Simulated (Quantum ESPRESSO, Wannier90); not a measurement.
HgS (zinc blende), plane waves to Wannier functions

Structure: Materials Project mp-1123, symmetrised, not relaxed again. COD (Crystallography Open Database) has the formula in 4 space groups, this one among them (matched by group alone). Computed values, not measurements, from LDA: Quantum ESPRESSO (norm-conserving PseudoDojo potentials, cutoff 48 Ry, no spin polarisation, no spin-orbit coupling) on a Γ-centred 10×10×10 mesh, then Wannier90. Density: 10×10×10 mesh, cold smearing 0.01 Ry. Spin-orbit coupling is left out although heavy elements are present.

On the energy scale of pw.x, whose zero is arbitrary, the Fermi level lies at 7.34 eV.

Input w.win:

```
num_bands = 1
num_wann = 1
exclude_bands = 1-4,6-26
num_iter = 1000
conv_tol = 1.0e-6
conv_window = 4
write_hr = true
write_u_matrices = true
auto_projections = true
begin unit_cell_cart
ang
    0.0000000000    2.9696650000    2.9696650000
    2.9696650000    0.0000000000    2.9696650000
    2.9696650000    2.9696650000    0.0000000000
end unit_cell_cart
begin atoms_frac
Hg   0.0000000000  0.0000000000  0.0000000000
S   -0.2500000000 -0.2500000000 -0.2500000000
end atoms_frac
mp_grid = 10 10 10
begin kpoints
0.0000000000 0.0000000000 0.0000000000
0.0000000000 0.0000000000 0.1000000000
0.0000000000 0.0000000000 0.2000000000
... (997 more lines: the 10x10x10 mesh through Gamma)
end kpoints
```

Input of pw2wannier90.x that gives the overlap and projection files (equivalent; here they were cut from one run over all bands):

```
&inputpp
  outdir = './out'
  prefix = 'pwscf'
  seedname = 'w'
  write_amn = .true.
  write_mmn = .true.
  atom_proj = .true.
  atom_proj_exclude = 1 2 3 4 5 6 7 8 9 10 12 13 14
/
```

Output w.wout (banner and timings cut):

```
                                    ------
                                    SYSTEM
                                    ------

                              Lattice Vectors (Ang)
                    a_1     0.000000   2.969665   2.969665
                    a_2     2.969665   0.000000   2.969665
                    a_3     2.969665   2.969665   0.000000

                   Unit Cell Volume:      52.37842  (Ang^3)

                        Reciprocal-Space Vectors (Ang^-1)
                    b_1    -1.057895   1.057895   1.057895
                    b_2     1.057895  -1.057895   1.057895
                    b_3     1.057895   1.057895  -1.057895

 *----------------------------------------------------------------------------*
 |   Site       Fractional Coordinate          Cartesian Coordinate (Ang)     |
 +----------------------------------------------------------------------------+
 | hg   1   0.00000   0.00000   0.00000   |    0.00000   0.00000   0.00000    |
 | s    1  -0.25000  -0.25000  -0.25000   |   -1.48483  -1.48483  -1.48483    |
 *----------------------------------------------------------------------------*
                                ------------
                                K-POINT GRID
                                ------------

             Grid size = 10 x 10 x 10      Total points = 1000

 *---------------------------------- MAIN ------------------------------------*
 |  Number of Wannier Functions               :                 1             |
 |  Number of Objective Wannier Functions     :                 1             |
 |  Number of input Bloch states              :                 1             |
 |  Output verbosity (1=low, 5=high)          :                 1             |
 |  Timing Level (1=low, 5=high)              :                 1             |
 |  Optimisation (0=memory, 3=speed)          :                 3             |
 |  Length Unit                               :               Ang             |
 |  Post-processing setup (write *.nnkp)      :                 F             |
 |  Using Gamma-only branch of algorithms     :                 F             |
 *----------------------------------------------------------------------------*
 *------------------------------- WANNIERISE ---------------------------------*
 |  Total number of iterations                :              1000             |
 |  Number of CG steps before reset           :                 5             |
 |  Trial step length for line search         :             2.000             |
 |  Convergence tolerence                     :         0.100E-05             |
 |  Convergence window                        :                 4             |
 |  Iterations between writing output         :                 1             |
 |  Iterations between backing up to disk     :               100             |
 |  Write r^2_nm to file                      :                 F             |
 |  Write xyz WF centres to file              :                 F             |
 |  Write on-site energies <0n|H|0n> to file  :                 F             |
 |  Use guiding centre to control phases      :                 F             |
 |  Use phases for initial projections        :                 F             |
 *----------------------------------------------------------------------------*
 *-------------------------------- PLOTTING ----------------------------------*
 |  Plotting Hamiltonian in WF basis          :                 T             |
 *----------------------------------------------------------------------------*

 *---------------------------------- K-MESH ----------------------------------*
 +----------------------------------------------------------------------------+
 |                    Distance to Nearest-Neighbour Shells                    |
 |                    ------------------------------------                    |
 |          Shell             Distance (Ang^-1)          Multiplicity         |
 |          -----             -----------------          ------------         |
 |             1                   0.183233                      8            |
 |             2                   0.211579                      6            |
 |             3                   0.299218                     12            |
 |             4                   0.350864                     24            |
 |             5                   0.366465                      8            |
 |             6                   0.423158                      6            |
 |             7                   0.461126                     24            |
 |             8                   0.473105                     24            |
       ... (lines left out)
 +----------------------------------------------------------------------------+
 | The b-vectors are chosen automatically                                     |
 | The following shells are used:                       1                     |
 +----------------------------------------------------------------------------+
 |                        Shell   # Nearest-Neighbours                        |
 |                        -----   --------------------                        |
 |                          1               8                                 |
 +----------------------------------------------------------------------------+
 | Completeness relation is fully satisfied [Eq. (B1), PRB 56, 12847 (1997)]  |
 +----------------------------------------------------------------------------+
 |                  b_k Vectors (Ang^-1) and Weights (Ang^2)                  |
 |                  ----------------------------------------                  |
 |            No.         b_k(x)      b_k(y)      b_k(z)        w_b           |
 |            ---        --------------------------------     --------        |
 |             1         0.105789    0.105789   -0.105789    11.169280        |
 |             2         0.105789   -0.105789    0.105789    11.169280        |
 |             3        -0.105789    0.105789    0.105789    11.169280        |
 |             4         0.105789    0.105789    0.105789    11.169280        |
 |             5        -0.105789   -0.105789    0.105789    11.169280        |
 |             6        -0.105789    0.105789   -0.105789    11.169280        |
 |             7         0.105789   -0.105789   -0.105789    11.169280        |
 |             8        -0.105789   -0.105789   -0.105789    11.169280        |
 +----------------------------------------------------------------------------+
 |                           b_k Directions (Ang^-1)                          |
 |                           -----------------------                          |
 |            No.           x           y           z                         |
 |            ---        --------------------------------                     |
 |             1         0.105789    0.105789   -0.105789                     |
 |             2         0.105789   -0.105789    0.105789                     |
 |             3        -0.105789    0.105789    0.105789                     |
 |             4         0.105789    0.105789    0.105789                     |
 +----------------------------------------------------------------------------+

 Starting a new Wannier90 calculation ...

 Reading overlaps from w.mmn

 Reading projections from w.amn

 *------------------------------- WANNIERISE ---------------------------------*
 +--------------------------------------------------------------------+<-- CONV
 | Iter  Delta Spread     RMS Gradient      Spread (Ang^2)            |<-- CONV
 +--------------------------------------------------------------------+<-- CONV

 ------------------------------------------------------------------------------
 Initial State
  WF centre and spread    1  ( -1.484832, -1.484832, -1.484832 )     1.33959609
  Sum of centres and spreads ( -1.484832, -1.484832, -1.484832 )     1.33959609

      0     0.134E+01     0.0000000000        1.3395960933  <-- CONV
        O_D=      0.0005050 O_OD=      0.0000000 O_TOT=      1.3395961 <-- SPRD
 ------------------------------------------------------------------------------
      1    -0.361E-05     0.0008330280        1.3395924859  <-- CONV
        O_D=      0.0005014 O_OD=      0.0000000 O_TOT=      1.3395925 <-- SPRD
      2    -0.551E-08     0.0000464091        1.3395924804  <-- CONV
        O_D=      0.0005014 O_OD=      0.0000000 O_TOT=      1.3395925 <-- SPRD
      3    -0.134E-09     0.0000106018        1.3395924803  <-- CONV
        O_D=      0.0005014 O_OD=      0.0000000 O_TOT=      1.3395925 <-- SPRD
      4    -0.386E-13     0.0000026438        1.3395924803  <-- CONV
        O_D=      0.0005014 O_OD=      0.0000000 O_TOT=      1.3395925 <-- SPRD
      5    -0.773E-13     0.0000026392        1.3395924803  <-- CONV
        O_D=      0.0005014 O_OD=      0.0000000 O_TOT=      1.3395925 <-- SPRD
             <<<     Delta < 1.000E-06  over  4 iterations     >>>
             <<< Wannierisation convergence criteria satisfied >>>
 Final State
  WF centre and spread    1  ( -1.484832, -1.484832, -1.484832 )     1.33959248
  Sum of centres and spreads ( -1.484832, -1.484832, -1.484832 )     1.33959248

         Spreads (Ang^2)       Omega I      =     1.339091121
        ================       Omega D      =     0.000501359
                               Omega OD     =     0.000000000
    Final Spread (Ang^2)       Omega Total  =     1.339592480
```
